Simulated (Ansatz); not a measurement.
ZrRu:
Space group Fm-3m (No. 225); a = 5.287 Å, b = 5.287 Å, c = 5.287 Å, α = 90.00°, β = 90.00°, γ = 90.00°

```
atom  site  symmetry       x       y       z
----  ----  --------  ------  ------  ------
Ru      4a      m-3m  0.0000  0.0000  0.0000
Zr      4b      m-3m  0.5000  0.5000  0.5000
```
(The calculation used a cell of 2 atoms; values per cell refer to that cell.)

Relaxed with PBEsol.

Question: Which orbitals make up the states near the Fermi level in DFT-PBEsol in the program Ansatz with PAW potentials?

Answer: Within 0.5 eV of the Fermi level: Ru 4d 60 %, Zr 4d 28 %. Projections are on Löwdin-orthogonalised atomic valence shells; empty p or d shells of many metals are not among them.

Question: Tabulate the density of states.

Answer: States/eV per cell of 2 atoms, in 0.25 eV bins, energy from the Fermi level.

| E (eV) | total | Ru 4d | Zr 4d | Ru 5s |
|---|---|---|---|---|
| -5.85 | 0.00 | 0.00 | 0.00 | 0.00 |
| -5.60 | 0.05 | 0.00 | 0.00 | 0.02 |
| -5.35 | 0.10 | 0.00 | 0.00 | 0.04 |
| -5.10 | 0.14 | 0.00 | 0.00 | 0.05 |
| -4.85 | 0.18 | 0.00 | 0.00 | 0.06 |
| -4.60 | 0.22 | 0.01 | 0.01 | 0.08 |
| -4.35 | 0.50 | 0.15 | 0.12 | 0.09 |
| -4.10 | 0.86 | 0.33 | 0.25 | 0.11 |
| -3.85 | 1.12 | 0.46 | 0.34 | 0.12 |
| -3.60 | 1.47 | 0.64 | 0.46 | 0.15 |
| -3.35 | 2.01 | 0.95 | 0.63 | 0.17 |
| -3.10 | 3.47 | 1.80 | 1.09 | 0.23 |
| -2.85 | 3.77 | 2.00 | 1.09 | 0.30 |
| -2.60 | 3.77 | 2.02 | 1.18 | 0.18 |
| -2.35 | 2.89 | 1.86 | 0.78 | 0.07 |
| -2.10 | 3.92 | 2.77 | 0.93 | 0.06 |
| -1.85 | 3.13 | 2.19 | 0.80 | 0.05 |
| -1.60 | 3.23 | 2.24 | 0.81 | 0.09 |
| -1.35 | 4.10 | 3.25 | 0.62 | 0.08 |
| -1.10 | 2.35 | 1.71 | 0.47 | 0.07 |
| -0.85 | 2.44 | 1.75 | 0.52 | 0.06 |
| -0.60 | 3.16 | 2.38 | 0.57 | 0.08 |
| -0.35 | 3.54 | 2.56 | 0.67 | 0.16 |
| -0.10 | 1.62 | 1.09 | 0.38 | 0.08 |
| 0.15 | 0.77 | 0.24 | 0.41 | 0.04 |
| 0.40 | 1.31 | 0.39 | 0.64 | 0.09 |
| 0.65 | 1.17 | 0.36 | 0.53 | 0.09 |
| 0.90 | 1.16 | 0.32 | 0.56 | 0.06 |
| 1.15 | 1.22 | 0.30 | 0.66 | 0.04 |
| 1.40 | 1.31 | 0.29 | 0.80 | 0.04 |
| 1.65 | 1.27 | 0.27 | 0.82 | 0.04 |
| 1.90 | 1.21 | 0.24 | 0.78 | 0.11 |
| 2.15 | 1.78 | 0.42 | 1.06 | 0.17 |
| 2.40 | 2.51 | 0.65 | 1.46 | 0.21 |
| 2.65 | 2.55 | 0.63 | 1.55 | 0.18 |
| 2.90 | 2.67 | 0.56 | 1.75 | 0.16 |
| 3.15 | 1.81 | 0.38 | 1.19 | 0.10 |
| 3.40 | 2.08 | 0.33 | 1.58 | 0.06 |
| 3.65 | 3.66 | 0.54 | 2.96 | 0.05 |
| 3.90 | 2.94 | 0.54 | 2.16 | 0.07 |
| 4.15 | 2.79 | 0.59 | 1.87 | 0.10 |
| 4.40 | 2.55 | 0.62 | 1.57 | 0.10 |
| 4.65 | 1.56 | 0.21 | 0.88 | 0.12 |

The start of the workflow was typed in or built on a structure type; neither database checked (COD, Materials Project) lists it. COD files the formula under space group No. 221. Its standing as an ambient phase is unchecked. The PBEsol relaxation kept the symmetry of its start. At this level the phase is mechanically unstable. The run is not spin-polarised. Scalar-relativistic: spin–orbit coupling is off unless named, which matters more the heavier the elements.

Potentials: the earlier of the program's two PAW sets. The files were generated under PBE; for other functionals the program regenerates the frozen cores, and for LDA and PBEsol the local potential too.
